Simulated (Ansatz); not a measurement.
A trial cell of Al2GaSb3, before relaxation:

```cif
data_structure
_symmetry_space_group_name_H-M 'P-4m2'
_symmetry_Int_Tables_number 115
_cell_length_a 3.8928
_cell_length_b 3.8928
_cell_length_c 8.5396
_cell_angle_alpha 90.000
_cell_angle_beta 90.000
_cell_angle_gamma 90.000
_cell_volume 129.41
loop_
_atom_site_label
_atom_site_type_symbol
_atom_site_symmetry_multiplicity
_atom_site_Wyckoff_symbol
_atom_site_fract_x
_atom_site_fract_y
_atom_site_fract_z
_atom_site_occupancy
Al1 Al 2 g 0.00000 0.50000 0.73723 1
Ga1 Ga 1 a 0.00000 0.00000 0.00000 1
Sb1 Sb 1 b 0.50000 0.50000 0.00000 1
Sb2 Sb 2 g 0.00000 0.50000 0.37740 1
```

Level of theory: Ansatz, DFT PBE, scalar-relativistic, plane waves, PAW. Cutoff 420 eV, Gaussian smearing, Γ-centred meshes. Cell and atoms relax first on a coarse mesh and then on a finer one. In between, the cell is made exact in the group found at 0.06 Å. In metals the finer mesh still leaves noise of several meV/atom or more. The steps can't lower the symmetry of their start. No spin polarisation.

A guess keeps its type if space group and coordination stay and the shape of the cell changes little (axis ratios within about 15 %, angles within 6°); the volume may change.

Problem. Will the relaxed cell still be of the starting type?

Solution. It keeps its type. The symmetry stays P-4m2 (No. 115). The volume per atom grows by 8.5 %, from 21.6 to 23.4 Å³. The shortest distance goes from 2.75 Å (Ga–Sb) to 2.91 Å (Al–Sb). The ratio c/a of the conventional cell changes by a factor of 0.92. Counting neighbours within 15 % of an atom's shortest distance, the start has Al 9, Ga 8, Sb 5/8 and the end Al 9, Ga 8, Sb 5/8.

The last run used a 10×10×6 mesh (in the run's order of axes) for its 6-atom cell and Gaussian smearing of 0.10 eV. Spin–orbit coupling, which can matter for Sb, is left out. A structure relaxed within its symmetry needn't be a true minimum. Another cell of Al2GaSb3 relaxed alike, in P3m1, lies 65 meV/atom lower, so this cell isn't the stable form at this level.

In counts of neighbours, a slash parts the counts of unlike sites.
